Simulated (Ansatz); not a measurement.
Pt:
```cif
data_Pt8
_chemical_formula_sum 'Pt8'
_space_group_name_H-M_alt 'Fd-3m :1'
_space_group_IT_number 227
_space_group_name_Hall 'F 4d 2 3 -1d'
_cell_length_a 5.77535
_cell_length_b 5.77535
_cell_length_c 5.77535
_cell_angle_alpha 90.000
_cell_angle_beta 90.000
_cell_angle_gamma 90.000
loop_
_atom_site_label
_atom_site_type_symbol
_atom_site_symmetry_multiplicity
_atom_site_Wyckoff_symbol
_atom_site_fract_x
_atom_site_fract_y
_atom_site_fract_z
_atom_site_occupancy
Pt1 Pt 8 b 0.50000 0.50000 0.50000 1
```
(The calculation used a cell of 2 atoms; values per cell refer to that cell.)

Relaxed with PBE.

### Question
Decompose the optical modes at the zone centre into irreducible representations, and say which are infrared and Raman allowed.

### Answer
Point group m-3m: Γ_opt = T2g. Infrared: none. Raman: T2g.

### Question
Assign frequencies (DFPT, PBE in the plane-wave PAW code Ansatz).

### Answer
T2g 170 cm⁻¹.

A made-up cell: these elements were put on the sites of a structure type; neither database checked (COD, Materials Project) lists it. It is not the phase usual at ambient conditions (space group No. 225). The PBE relaxation kept the symmetry of its start. At this level the phase is mechanically unstable. No spin polarisation was allowed. As this level gives no gap, phonon frequencies hold no LO–TO term and depend on the k-mesh and smearing (Fermi–Dirac, 0.1 eV here). Spin–orbit coupling is left out wherever it is not named.

Potentials: the later of the program's two PAW sets.
